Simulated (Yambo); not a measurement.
Yambo run on CdS (zinc blende, space group F-43m, No. 216). The wavefunctions come from this Quantum ESPRESSO step (PBEsol, PseudoDojo standard norm-conserving files, scalar-relativistic):

```
&CONTROL
  calculation = 'nscf'
  pseudo_dir = './pseudo'
  outdir = './out'
/
&SYSTEM
  ibrav = 0
  nat = 2
  ntyp = 2
  ecutwfc = 102.0
  ecutrho = 408.0
  occupations = 'fixed'
  force_symmorphic = .true.
  nbnd = 120
/
&ELECTRONS
  conv_thr = 2e-09
  diago_full_acc = .true.
  diago_thr_init = 1e-08
/
ATOMIC_SPECIES
S 32.0600 S.upf
Cd 112.4140 Cd.upf
CELL_PARAMETERS angstrom
  0.000000000000   2.912406870000   2.912406870000
  2.912406870000   0.000000000000   2.912406870000
  2.912406870000   2.912406870000   0.000000000000
ATOMIC_POSITIONS crystal
S   0.750000000000   0.750000000000   0.750000000000
Cd   0.000000000000   0.000000000000   0.000000000000
K_POINTS automatic
4 4 4 0 0 0
```

Yambo input:

```
rim_cut
gw0
dyson
el_el_corr
HF_and_locXC
ppa
em1d
RandQpts= 1000000
RandGvec= 1 Ry
EXXRLvcs= 102 Ry
VXCRLvcs= 408 Ry
Chimod= "HARTREE"
% BndsRnXp
 5 | 118 |
%
NGsBlkXp= 10 Ry
% LongDrXp
 1.0 | 1.0 | 1.0 |
%
PPAPntXp= 27.2114 eV
% GbndRnge
 1 | 118 |
%
GTermKind= "BG"
DysSolver= "n"
ExtendOut
% QPkrange
 1 | 1 | 13 | 14 |
 3 | 3 | 13 | 14 |
%
```

k points by index: 1 = Γ, 3 = L.

The o-*.qp file then holds:

```
#    K-point    Band    Eo [eV]    E [eV]    E-Eo [eV]    Vxc [eV]    Vnlxc [eV]    Sc|Eo [eV]    Sc|E [eV]    dSc/dw|Eo [eV]    Re(Z)    Im(Z)
#
    1    13    0.000000    -0.928940    -0.928940    -15.31103    -18.38040    1.885532    2.140426    -7.465779    0.784704    -0.001379
    1    14    1.012379    1.264814    0.252435    -10.79831    -6.797991    -3.690078    -3.747879    -6.228222    0.813745    -0.001262
    3    13    -0.768602    -1.720305    -0.951703    -14.32430    -17.57826    2.039001    2.302260    -7.526304    0.783336    -0.001417
    3    14    2.893262    3.282659    0.389397    -11.16511    -6.738610    -3.947836    -4.037100    -6.236015    0.813556    -0.001276
```
(The two width columns are left out.) Convergence of these settings isn't established.

Spin-orbit coupling is not included.

Geometry relaxed with PBEsol.
